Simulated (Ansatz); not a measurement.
The relaxed structure here is a generated cell of Pb: the first start was made by placing the elements on the sites of a structure type, and the end was not matched to a known phase here, so it may be hypothetical. Known forms of Pb include space group No. 225.

One starting cell of Pb (a generated trial cell of Pb in the AFLOW prototype A_hP1_191_a (A_f, as in Sn)) was relaxed twice with Ansatz (plane waves, PAW, scalar-relativistic): with PBEsol at 420 eV and with PBE at 420 eV. The PBEsol result:

```cif
data_Pb
_chemical_formula_sum 'Pb1'
_space_group_name_H-M_alt 'P6/mmm'
_space_group_IT_number 191
_space_group_name_Hall '-P 6 2'
_cell_length_a 3.34667
_cell_length_b 3.34667
_cell_length_c 3.20488
_cell_angle_alpha 90.000
_cell_angle_beta 90.000
_cell_angle_gamma 120.000
loop_
_atom_site_label
_atom_site_type_symbol
_atom_site_symmetry_multiplicity
_atom_site_Wyckoff_symbol
_atom_site_fract_x
_atom_site_fract_y
_atom_site_fract_z
_atom_site_occupancy
Pb1 Pb 1 a 0.00000 0.00000 0.00000 1
```

```tsv
quantity	PBEsol	PBE
space group	P6/mmm	P6/mmm
volume (Å³/atom)	31.09	?
a (Å)	3.347	?
c (Å)	3.205	?
gap (eV, no spin-orbit coupling)	0.00	?
```

Task: Fill in the PBE column.

Result: 
- volume (Å³/atom), PBE: 33.18
- a (Å), PBE: 3.421
- c (Å), PBE: 3.274
- gap (eV, no spin-orbit coupling), PBE: 0.00

Both levels end in the same structure; PBE's volume is 6.7 % larger. Neither column is exact.

No spin polarisation in the result.

The run could not lose the symmetry of its start, so the end can be a saddle point.

Ansatz is a first-principles code.
